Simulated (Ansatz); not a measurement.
Ansatz input

```yaml
crystal:
  lattice:
    - [0.0, 2.6804349531, 2.6804349531]
    - [2.6804349531, 0.0, 2.6804349531]
    - [2.6804349531, 2.6804349531, 0.0]
  atoms:
    - { symbol: Ti, position: [0.125, 0.125, 0.125] }
    - { symbol: Ti, position: [0.875, 0.875, 0.875] }
hamiltonian:
  xc: lda
  pseudopotentials:
    kind: paw_fr
    azcp:
      Ti: "pseudopotentials/Ti.paw.azcp"
basis:
  ecutwfc: 420
  fft_grid_basis: typed
kpoints:
  mp_grid: { grid: [10, 10, 10], shift: [0, 0, 0] }
magnetization:
  noncollinear: true
  spin_orbit: true
scf:
  occupations: { method: fermi_dirac, width: 0.1 }
output:
  write_density: true
  write_potential: true
  elf: true
  volumetric_format: npy
```

and its output:

```
Warning: the record states the generating functional pbe (its physics header spells it `PBE`), which answers neither for hamiltonian.xc's functional nor for the lda family's — results may be inconsistent (PPs are generated against a specific XC)
Engine: ansatz 0.2.0, aarch64-unknown-linux-gnu
Pseudopotentials: kind: paw_fr
Pseudopotential: Ti, paw_fr, valence charge 12, recommended cutoff 420 eV (normal) 
Functional definition: SPW92
  exchange = slater_x
  correlation = pw_c
non-collinear run that drives no moment, with spin-orbit: no starting moment large enough to seed its density (crystal.atoms[].spin), no starting occupations that ask for one, no magnetisation constraint and no magnetic field, so the semilocal B_xc is pinned to zero
Crystal: 2 atoms, lattice volume = 38.516 Å³
Basis set: ecut = 420 eV, 749 PW (Γ)
Bands: 32, of which v1, the nominal top of the filled ones, is band 24 counted from 1 (23 counted from 0)
Symmetry: 48 space group operations + 48 with time reversal
Magnetic group: BNS 227.129 (UNI 1631), of the structure as read, at distance tolerance 3.4e-5 Å
k-points: 47 of 1000
Projection manifold: j_resolved (fully-relativistic pseudo-atomic orbitals)
Non-local potential: Ti, projectors of the file, l = 0: 3, l = 1: 4, l = 2: 6, l = 3: 2
PAW form: soft (Blöchl's): semilocal exchange-correlation on the pseudo side does not see the compensation charge
PAW frozen core: Ti, regenerated for the run's functional, and the local potential with it (the file was generated under x = pbe(κ = 0.804, μ = 0.2195149727645171), c = pbe(β = 0.06672455060314922))
PAW one-centre angular grid: Ti, 590 points (default); XC on 64 Gauss nodes
Initial density: superposition of atomic densities (chi_scale 0.1, normalization cell)
Initial wavefunctions: pseudopotential atomic-orbital guess
Functional: x = slater, c = lda
SCF iter   1: F=—  HF=-4896.388492 eV  |F-HF|=—  |Δ(HF+E_count)|=         —  Δρ=2.84e-2  dr2=5.68e-1  dr2_m=0.00e0 (ungated)  ethr=3.10e-3  |M|=0.00e0 ∫|m|=0.00e0 μB  |m|>n=0.0e0 m-floor=0.0e0 τ_xc=0.0e0  β_m=0.30  ⟨swp⟩=5.4  Hψ=3437  notcnv=0
spin=Noncollinear: Kerker preconditioning applied to the charge; magnetization (m_x, m_y, m_z) channels mix plain (no charge-response kernel on spin).
SCF iter   2: F=—  HF=-4896.332530 eV  |F-HF|=—  |Δ(HF+E_count)|=   5.60e-2  Δρ=2.03e-2  dr2=2.87e-1  dr2_m=0.00e0 (ungated)  ethr=2.37e-3  |M|=0.00e0 ∫|m|=0.00e0 μB  |m|>n=0.0e0 m-floor=0.0e0 τ_xc=0.0e0  β_m=0.62  ⟨swp⟩=2.0  Hψ=1026  notcnv=0
SCF iter   3: F=—  HF=-4896.252918 eV  |F-HF|=—  |Δ(HF+E_count)|=   7.96e-2  Δρ=5.60e-3  dr2=2.42e-2  dr2_m=0.00e0 (ungated)  ethr=1.19e-3  |M|=0.00e0 ∫|m|=0.00e0 μB  |m|>n=0.0e0 m-floor=0.0e0 τ_xc=0.0e0  β_m=0.69  ⟨swp⟩=2.0  Hψ=1125  notcnv=0
SCF iter   4: F=—  HF=-4896.245851 eV  |F-HF|=—  |Δ(HF+E_count)|=   7.07e-3  Δρ=2.21e-3  dr2=1.40e-3  dr2_m=0.00e0 (ungated)  ethr=1.01e-4  |M|=0.00e0 ∫|m|=0.00e0 μB  |m|>n=0.0e0 m-floor=0.0e0 τ_xc=0.0e0  β_m=0.84  ⟨swp⟩=2.0  Hψ=1005  notcnv=0
SCF iter   5: F=—  HF=-4896.246145 eV  |F-HF|=—  |Δ(HF+E_count)|=   2.94e-4  Δρ=3.55e-4  dr2=3.76e-5  dr2_m=0.00e0 (ungated)  ethr=5.82e-6  |M|=0.00e0 ∫|m|=0.00e0 μB  |m|>n=0.0e0 m-floor=0.0e0 τ_xc=0.0e0  β_m=0.92  ⟨swp⟩=2.7  Hψ=976  notcnv=0
SCF iter   6: F=—  HF=-4896.246166 eV  |F-HF|=—  |Δ(HF+E_count)|=   2.05e-5  Δρ=1.19e-4  dr2=5.02e-6  dr2_m=0.00e0 (ungated)  ethr=1.57e-7  |M|=0.00e0 ∫|m|=0.00e0 μB  |m|>n=0.0e0 m-floor=0.0e0 τ_xc=0.0e0  β_m=0.96  ⟨swp⟩=3.0  Hψ=1472  notcnv=0
SCF iter   7: F=-4896.246165 eV  HF=-4896.246165 eV  |F-HF|=3.20e-9  |Δ(HF+E_count)|=   9.22e-7  Δρ=1.33e-5  dr2=5.77e-8  dr2_m=0.00e0 (ungated)  ethr=4.17e-10  |M|=0.00e0 ∫|m|=0.00e0 μB  |m|>n=0.0e0 m-floor=0.0e0 τ_xc=0.0e0  ⟨swp⟩=2.9  Hψ=2895  notcnv=0
SCF 1 converged in 7 iterations: F = -4896.246165 eV  dr2 = 5.77e-8
SCF converged after 7 iterations
Magnetization: |M| = 0.0000 μB,  M = (+0.0000, +0.0000, +0.0000) μB
Absolute magnetization: 0.0000 μB (∫|m|)
  site 0: m = (+0.0000, +0.0000, +0.0000) μB, |m| = 0.0000 μB  (R = 0.96 Å)
  site 1: m = (+0.0000, +0.0000, +0.0000) μB, |m| = 0.0000 μB  (R = 0.96 Å)
Free energy (F): -4896.246165 eV
Harris-Foulkes:  -4896.246165 eV  (|F-HF|=3.20e-9)
Internal energy: -4896.068373 eV  (E = F + TS)
E sigma→0 (E₀):  -4896.157269 eV
Entropy (-TS):   -0.177792 eV (-88.896 meV/atom)
Fermi energy:    11.174134 eV
--- Per-component energies (eV) ---
  E_band       = -353.363168
  E_kinetic    = 555.475600
  E_local      = -2064.547113  (includes V_loc(G=0)·N_el)
  E_nonlocal   = 34.610149
  E_hartree    = 858.821666
  E_xc         = -192.814896
  E_vxc        = -242.679711  (∫ρ·V_xc dr)
  E_paw        = -2004.690131  (= ΣΔE_a)
  E_vpaw       = -353.876306  (= ΣTr[D̂ρ^β])
  E_aug_tail   = 0.000190  (compensation charges beyond the density's cutoff)
  E_ewald      = -2083.577781
  E_core_change = 0.653944  (= ΣΔE_core)
  E_smearing   = -0.177792  (= −TS)
  E_closure    = 0.000000  (closes the sum)
  Σ components = -4896.246165   (vs F -4896.246165, Δ=0.00e0)
--- Band table (eV; the first three rows and the last of 47) ---
  k-point 0: bands = ["-44.9279", "-44.9279", "-44.0188", "-44.0188", "-22.1622", "-22.1622", "-21.5333", "-21.5333", "-21.5333", "-21.5333", "-21.0629", "-21.0629", "-20.3919", "-20.3919", "-20.3919", "-20.3919", "6.1365", "6.1365", "10.2366", "10.2366", "10.2366", "10.2366", "11.0049", "11.0049", "11.0124", "11.0124", "11.0124", "11.0124", "13.1556", "13.1556", "13.1716", "13.1716"]
  k-point 1: bands = ["-44.9119", "-44.9119", "-44.0360", "-44.0360", "-22.1623", "-22.1623", "-21.5793", "-21.5793", "-21.5495", "-21.5495", "-21.0113", "-21.0113", "-20.3982", "-20.3982", "-20.3747", "-20.3747", "6.3233", "6.3233", "10.1385", "10.1385", "10.1392", "10.1392", "11.0138", "11.0138", "11.1776", "11.1776", "11.1818", "11.1818", "12.9407", "12.9407", "13.1363", "13.1363"]
  k-point 2: bands = ["-44.8666", "-44.8666", "-44.0844", "-44.0844", "-22.1623", "-22.1623", "-21.6745", "-21.6745", "-21.5898", "-21.5898", "-20.8993", "-20.8993", "-20.4167", "-20.4167", "-20.3320", "-20.3320", "6.8562", "6.8562", "10.0276", "10.0276", "10.0299", "10.0299", "11.0616", "11.0616", "11.4072", "11.4072", "11.4093", "11.4093", "12.3311", "12.3311", "13.1666", "13.1666"]
  k-point 46: bands = ["-44.4817", "-44.4817", "-44.4816", "-44.4816", "-22.2097", "-22.2097", "-22.0406", "-22.0406", "-21.3412", "-21.3412", "-20.9733", "-20.9733", "-20.3519", "-20.3519", "-20.1523", "-20.1523", "8.9111", "8.9111", "8.9214", "8.9214", "11.3214", "11.3214", "11.3293", "11.3293", "12.0039", "12.0039", "12.0155", "12.0155", "12.3388", "12.3388", "12.3547", "12.3547"]
```
